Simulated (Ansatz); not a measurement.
## NiMoIrPdW and the effect of the pressure

The cell as given:

```
Ni Mo Pd Ir W
1.0
     4.14670    0.00000    0.00000
    -2.07335    3.59115    0.00000
     0.00000    0.00000    5.41629
Ni Mo Pd Ir W
1 1 1 1 1
Direct
  0.00000 0.00000 0.02221
  0.66667 0.33333 0.45996
  0.33333 0.66667 0.74601
  0.33333 0.66667 0.25641
  0.66667 0.33333 0.99985
```

The cell comes from a database or a generator and needn't be the stable form of this composition.

Kept alike: task relaxation of cell and atoms; functional PBE; k mesh 5 × 5 × 4; occupations fermi-dirac, width 0.05 eV; collinear spin, ferromagnetic start. Program: Ansatz, Ansatz PAW, cutoff 420 eV. The mesh is that of the run's cell of 5 atoms. No spin-orbit coupling.

| pressure, P (GPa) | volume (Å³/atom) | first edge of the run's cell (Å) | third edge of the run's cell (Å) |
| --- | --- | --- | --- |
| 2 | 15.998 | 4.132 | 5.410 |
| 5 | 15.777 | 4.113 | 5.383 |
| 10 | 15.443 | 4.086 | 5.341 |
| 20 | 14.838 | 4.033 | 5.266 |

The relaxations keep at least the cell's symmetry (P3m1). For a metal such a mesh leaves the last digits unconverged. The runs follow the start's structure, whether or not it is the stable one at these pressures. The moments vanished: the runs ended non-magnetic.

What does the pressure change here?

The volume falls from 15.998 to 14.838 Å³/atom between 2 and 20 GPa. The volume falls ever more slowly, since the solid stiffens under load. The first edge of the run's cell falls from 4.132 to 4.033 Å between 2 and 20 GPa. The third edge of the run's cell falls from 5.410 to 5.266 Å between 2 and 20 GPa.
